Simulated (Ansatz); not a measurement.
This guess for Nb5O is about to be relaxed.

```
Nb O
1.0
     3.87772    0.00000    0.00000
    -1.93886    3.35820    0.00000
     0.00000    0.00000    6.89430
Nb O
5 1
Direct
  0.33333 0.66667 0.32014
  0.66667 0.33333 0.32014
  0.66667 0.33333 0.67986
  0.33333 0.66667 0.67986
  0.00000 0.00000 0.00000
  0.00000 0.00000 0.50000
```

These are results of DFT PBE, scalar-relativistic, plane waves, PAW in Ansatz, not measurements. Cutoff 420 eV, Gaussian smearing, Γ-centred meshes. Cell and atoms relax first on a coarse mesh and then on a finer one. In between, the cell is made exact in the group found at 0.06 Å. In metals the finer mesh still leaves noise of several meV/atom or more. The steps can't lower the symmetry of their start. No spin polarisation.

A guess keeps its type if space group and coordination stay and the shape of the cell changes little (axis ratios within about 15 %, angles within 6°); the volume may change.

Problem. Does this structure survive the relaxation?

Solution. It doesn't keep its type. The symmetry stays P6/mmm (No. 191). The volume per atom grows by 13.1 %, from 15.0 to 16.9 Å³. The shortest distance goes from 2.24 Å (Nb–Nb) to 2.58 Å (Nb–Nb). The ratio c/a of the conventional cell changes by a factor of 0.64. Counting neighbours within 15 % of an atom's shortest distance, the start has Nb 7/14, O 12 and the end Nb 5/14, O 14. In detail, at the end around Nb on a site of symmetry 3m lie 5 Nb at 2.58–2.74 Å, 3 Nb at 3.00 Å and 3 O at 3.04 Å; Nb on a site of symmetry 6/mmm is surrounded by 2 O at 2.66 Å and 12 Nb at 3.00 Å; around O lie 2 Nb at 2.66 Å and 12 Nb at 3.04 Å.

```xyz
6
Lattice="4.6976 0.0000 0.0000 -2.3488 4.0682 0.0000 0.0000 0.0000 5.3128" Properties=species:S:1:pos:R:3 pbc="T T T"
Nb    0.0000    2.7121    1.2889
Nb    2.3488    1.3561    1.2889
Nb    2.3488    1.3561    4.0240
Nb    0.0000    2.7121    4.0240
Nb    0.0000    0.0000    0.0000
O     0.0000    0.0000    2.6564
```

Energies over the elements count from the elements' standard structures at the same level (O₂ as a molecule), with no fitted energy shifts.

Problem. At what energy does it end?

Solution. +0.42 eV/atom. The separate elements lie lower, so it is unstable against them.

The last run used a 12×12×8 mesh (in the run's order of axes) for its 6-atom cell and Gaussian smearing of 0.10 eV. The cell is a metal run without spin; a magnetic state may lie lower. A structure relaxed within its symmetry needn't be a true minimum. Another cell of Nb5O relaxed alike, in P-6m2, lies 0.82 eV/atom lower, so this cell isn't the stable form at this level.

In counts of neighbours, a slash parts the counts of unlike sites.
